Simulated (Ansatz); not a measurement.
SiMo:
```yaml
crystal:
  lattice:
    - [3.08356, 0.00000, 0.00000]
    - [-1.54178, 2.67044, 0.00000]
    - [0.00000, 0.00000, 3.47359]
  atoms:
    - { symbol: Si, position: [0.00000, 0.00000, 0.00000] }
    - { symbol: Mo, position: [0.33333, 0.66667, 0.50000] }
```

Relaxed with LDA. Special points in fractions of this cell's reciprocal vectors: Γ (0.000, 0.000, 0.000); M (0.500, 0.000, 0.000); K (0.333, 0.333, 0.000); A (0.000, 0.000, 0.500); L (0.500, 0.000, 0.500); H (0.333, 0.333, 0.500).

List the band energies nearest the Fermi level at these points for the program Ansatz at the LDA level (PAW).

In eV from the Fermi level; about four levels below and three above (degenerate sets whole), none deeper than 8.9 eV; points with the same levels are listed once.

```json
[
 {"k": "Γ", "below": "-3.53 -1.28 -1.28", "above": "0.68 1.13 1.13"},
 {"k": "M", "below": "-7.42 -5.37 -3.18 -2.99", "above": "0.26 2.25 3.38"},
 {"k": "K", "below": "-4.88 -3.66 -2.70 -1.32", "above": "1.58 1.95 3.10"},
 {"k": "A", "below": "-0.75 -0.75 -0.36 -0.36", "above": "0.73 6.82 6.82"},
 {"k": "L", "below": "-7.69 -4.35 -3.42 -1.94", "above": "0.06 1.64 2.79"},
 {"k": "H", "below": "-5.13 -3.46 -1.41 -0.85", "above": "1.70 5.31 5.61"}
]
```

Space group P-6m2. The first step of the workflow began from a Materials Project structure, measured or hypothetical; the Crystallography Open Database copy checked does not list it. Its standing as an ambient phase is unchecked. The LDA relaxation kept the symmetry of its start; its stability against distortions is not shown here. The run is not spin-polarised. Scalar-relativistic: spin–orbit coupling is off unless named, which matters more the heavier the elements.

Potentials: the later of the program's two PAW sets.
